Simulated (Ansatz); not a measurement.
Theory: DFT PBE, scalar-relativistic, plane waves, PAW in Ansatz. Settings of the last relaxation (10-atom cell): 420 eV, 6×6×6 k points, Gaussian smearing of 0.02 eV, no spin polarisation.

The zero of energy is the elements' standard structures at the same level (O₂ as a molecule); no fitted shifts are applied.

Question: Suggest a trial structure for a trigonal wide-gap insulator made of Al, Ga and O, with a gap near 4.6 eV, a formation energy near −2.68 eV/atom and about 9 Å³ per atom, in a cell of 10 atoms.

Answer: Al3GaO6, space group R3 (No. 146). Around Al on its first site lie 6 O at 1.88–1.99 Å; around Al on its second site lie 3 O at 1.88 Å and 3 O at 2.00 Å; Ga has 3 O at 1.93 Å and 3 O at 2.12 Å; around O on its first site lie 3 Al at 1.88–2.00 Å and 1 Ga at 1.93 Å; 2 more sites not described.

```yaml
crystal:
  lattice:
    - [2.43559, 1.40619, 4.41472]
    - [-2.43559, 1.40619, 4.41472]
    - [0.00000, -2.81237, 4.41472]
  atoms:
    - { symbol: Al, position: [0.85203, 0.85203, 0.85203] }
    - { symbol: Al, position: [0.64646, 0.64646, 0.64646] }
    - { symbol: Al, position: [0.15102, 0.15102, 0.15102] }
    - { symbol: Ga, position: [0.35859, 0.35859, 0.35859] }
    - { symbol: O, position: [0.04185, 0.44286, 0.76575] }
    - { symbol: O, position: [0.76575, 0.04185, 0.44286] }
    - { symbol: O, position: [0.44286, 0.76575, 0.04185] }
    - { symbol: O, position: [0.93363, 0.55644, 0.25138] }
    - { symbol: O, position: [0.25138, 0.93363, 0.55644] }
    - { symbol: O, position: [0.55644, 0.25138, 0.93363] }
```

- Volume per atom: 9.07 Å³
- Density: 4.51 g/cm³
- Energy over the elements: −2.676 eV/atom
- Gap on the 6×6×6 mesh of the 10-atom cell: 4.56 eV

The cell was found from a structure generator's guess, not taken from experiment. Other answers may fit too; this one was computed.

Kohn–Sham gaps at this level usually fall short of measured ones. A later test with randomly moved atoms came back to the same energy, though modes that don't fit the test's cell weren't probed.
